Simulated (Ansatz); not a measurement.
As:
```
As
1.0
    0.00000     3.05397     3.05397
    3.05397     0.00000     3.05397
    3.05397     3.05397     0.00000
As
2
Cartesian
  0.00000   0.00000   0.00000
  1.52698   1.52698   1.52698
```

Relaxed with PBE. Special points in fractions of this cell's reciprocal vectors: Γ (0.000, 0.000, 0.000); X (0.500, 0.000, 0.500); U (0.625, 0.250, 0.625); K (0.375, 0.375, 0.750); L (0.500, 0.500, 0.500); W (0.500, 0.250, 0.750).

Task: List the band energies nearest the Fermi level at these points for DFT-PBE in the program Ansatz with PAW potentials.

Result: In eV from the Fermi level; about four levels below and three above (degenerate sets whole), none deeper than 8.9 eV; points with the same levels are listed once.

| k | below | above |
|---|---|---|
| Γ | -5.97 -2.03 -2.03 -2.03 | 0.70 0.70 0.70 |
| X | -4.00 -4.00 -0.57 -0.57 | 5.05 5.05 7.54 7.54 |
| U | -4.68 -3.71 -0.52 | 1.48 3.80 4.02 |
| L | -2.95 -2.95 -2.62 | 1.93 1.93 4.83 |
| W | -4.41 -4.41 | 1.07 1.07 3.12 3.12 |

Space group Fd-3m (diamond). The start of the workflow was typed in or built on a structure type; neither database checked (COD, Materials Project) lists it. It is not the phase usual at ambient conditions (space group No. 166). Symmetry was held in the PBE relaxation; its stability against distortions is not shown here. Scalar-relativistic: spin–orbit coupling is off unless named, which matters more the heavier the elements.

Potentials: the later of the program's two PAW sets.
